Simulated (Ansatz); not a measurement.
La:
```
CELL_PARAMETERS angstrom
      3.66230     0.00000     0.00000
     -1.83115     3.17164     0.00000
      0.00000     0.00000    11.79604
ATOMIC_POSITIONS crystal
  La 0.00000 0.00000 0.00000
  La 0.00000 0.00000 0.50000
  La 0.33333 0.66667 0.25000
  La 0.66667 0.33333 0.75000
```

Relaxed with PBE+D3(BJ). Special points in fractions of this cell's reciprocal vectors: Γ (0.000, 0.000, 0.000); M (0.500, 0.000, 0.000); K (0.333, 0.333, 0.000); A (0.000, 0.000, 0.500); L (0.500, 0.000, 0.500); H (0.333, 0.333, 0.500).

Problem. List the band energies nearest the Fermi level at these points for plane-wave PAW PBE+D3(BJ) (Ansatz code).

Solution. In eV from the Fermi level; about four levels below and three above (degenerate sets whole), none deeper than 8.9 eV; points with the same levels are listed once.

```tsv
k	below	above
Γ	-3.17 -1.88 -1.82 -1.80	0.53 0.68 1.25 1.25 1.25
M	-1.20 -0.79 -0.31 -0.24	0.43 1.05 1.19
K	-1.07 -1.07 -0.77 -0.58 -0.58	0.13 0.29 0.29
A	-2.66 -2.66 -1.77 -1.77	0.74 0.74 1.29 1.29
L	-1.49 -1.49 -1.23 -1.23	0.62 0.62 1.32 1.32
H	-0.39 -0.39 -0.01 -0.01	0.05 0.05 0.97 0.97
```

Space group P6_3/mmc (dhcp (α-La type)). The cell was relaxed with PBE+D3(BJ) under the symmetry of its start. The pairwise dispersion correction was not fitted to metals. Scalar-relativistic: spin–orbit coupling is off unless named, which matters more the heavier the elements.

Potentials: the earlier of the program's two PAW sets.
